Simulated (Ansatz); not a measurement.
YFe$_{5}$:
```
CELL_PARAMETERS angstrom
      5.13714     0.00000     0.00000
     -2.56857     4.44889     0.00000
      0.00000     0.00000     3.92714
ATOMIC_POSITIONS crystal
  Fe 0.50000 0.00000 0.50000
  Fe 0.50000 0.50000 0.50000
  Fe 0.00000 0.50000 0.50000
  Y  0.00000 0.00000 0.00000
  Fe 0.33333 0.66667 0.00000
  Fe 0.66667 0.33333 0.00000
```
The run is spin-polarised; directions of the spins, atom by atom: ↑ ↑ ↑ ↓ ↑ ↑.

Relaxed with r²SCAN.

Q: Give the Bader charges and basin volumes of the independent atoms, the program Ansatz at the r²SCAN level (PAW).

A: 

| atom | Bader charge (e) | Bader volume (Å³) |
|---|---|---|
| Fe1 | -0.30 | 15.2 |
| Y4 | +1.66 | 15.0 |
| Fe5 | -0.39 | 14.6 |

Space group P6/mmm. The workflow started from an entry of the Crystallography Open Database (COD). Its standing as an ambient phase is unchecked. The cell was relaxed with r²SCAN under the symmetry of its start, as lowered by the spin order; its stability against distortions is not shown here. The final state is ferrimagnetic, chosen from 2 collinear starts compared on coarse meshes (ties went to the first, and starts can fall back to one state), not a proven ground state. Other orbital occupations within this spin state were not tried.

Potentials: the later of the program's two PAW sets.
